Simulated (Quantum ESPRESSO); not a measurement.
Band energies of C

```
CELL_PARAMETERS angstrom
      2.46507     0.00000     0.00000
     -1.23254     2.13481     0.00000
      0.00000     0.00000     6.70080
ATOMIC_POSITIONS crystal
  C  0.00000 0.00000 0.25000
  C  0.00000 0.00000 0.75000
  C  0.33333 0.66667 0.25000
  C  0.66667 0.33333 0.75000
```

PBEsol (Quantum ESPRESSO, PseudoDojo norm-conserving, 82 Ry, scalar-relativistic); path ΓMKΓALHA,LM,KH; energies in eV from the Fermi level.

```
k (1/Å)  point  band 4  band 5  band 6  band 7  band 8  band 9  band 10  band 11
-------  -----  ------  ------  ------  ------  ------  ------  -------  -------
0.00         Γ   -6.56   -2.96   -2.96   -2.94   -2.94    4.09     8.39     8.39
0.32             -6.24   -4.02   -3.98   -3.51   -3.48    4.42     8.44     8.55
0.74             -7.31   -6.79   -5.02   -4.97   -4.90    5.89     6.96     7.62
1.16            -11.02   -6.13   -6.08   -4.35   -2.81    2.88     3.93     7.40
1.47         M  -13.17   -6.40   -6.35   -2.78   -2.08    1.49     2.20     7.26
1.90            -12.77   -8.25   -8.15   -2.18   -1.49    1.43     1.75     9.72
2.32         K  -12.42  -10.58  -10.58   -0.65   -0.02   -0.02     0.74    10.97
2.75            -10.41   -8.97   -8.91   -3.45   -1.96    2.52     3.15     9.41
3.06             -8.40   -7.06   -7.02   -5.60   -3.81    5.21     5.74     7.14
3.49             -5.68   -5.40   -5.36   -4.52   -4.49    5.03     8.92     8.92
3.91             -6.52   -3.09   -3.07   -3.03   -3.01    4.13     8.41     8.47
4.02         Γ   -6.56   -2.96   -2.96   -2.94   -2.94    4.09     8.39     8.39
4.25             -6.91   -2.96   -2.96   -2.95   -2.95    4.85     8.40     8.40
4.49         A   -7.67   -2.95   -2.95   -2.95   -2.95    6.76     6.76     8.42
4.70             -7.53   -3.44   -3.44   -3.21   -3.21    6.89     6.89     8.48
5.12             -6.43   -6.38   -6.38   -4.62   -4.62    7.74     7.74     8.19
5.54            -10.20   -5.90   -5.90   -4.25   -4.25    4.25     4.25     7.69
5.86            -12.76   -6.34   -6.34   -2.55   -2.55    1.87     1.87     7.47
5.96         L  -13.23   -6.37   -6.37   -2.36   -2.36    1.63     1.63     7.46
6.28            -12.99   -7.49   -7.49   -2.02   -2.02    1.54     1.54     8.98
6.70            -12.30  -10.35  -10.35   -0.54   -0.54    0.54     0.54    10.06
6.81         H  -12.51  -10.59  -10.59    0.00    0.00    0.02     0.02     9.98
7.00            -11.69  -10.11  -10.11   -1.15   -1.15    1.15     1.15    10.17
7.38             -9.60   -8.13   -8.13   -3.70   -3.70    3.97     3.97    10.04
7.75             -7.01   -5.84   -5.84   -5.79   -5.79    7.22     7.22     8.40
8.13             -7.21   -4.34   -4.34   -3.78   -3.78    7.17     7.17     8.71
8.42             -7.64   -3.05   -3.05   -3.01   -3.01    6.78     6.78     8.44
8.51         A   -7.67   -2.95   -2.95   -2.95   -2.95    6.76     6.76     8.42
8.51         L  -13.23   -6.37   -6.37   -2.36   -2.36    1.63     1.63     7.46
8.70            -13.20   -6.39   -6.36   -2.60   -2.17    1.49     1.92     7.34
8.98         M  -13.17   -6.40   -6.35   -2.78   -2.08    1.49     2.20     7.26
8.98         K  -12.42  -10.58  -10.58   -0.65   -0.02   -0.02     0.74    10.97
9.45         H  -12.51  -10.59  -10.59    0.00    0.00    0.02     0.02     9.98
```

At this level the gap is closed or nearly so: along the path the highest valence and lowest conduction bands touch, or overlap by less than 0.6 eV, a zero-gap or semimetallic result; the valence top lies at 75 % of the way from K to H, the conduction bottom at K, 0.03 eV lower.

Geometry relaxed with PBE+D3(BJ).
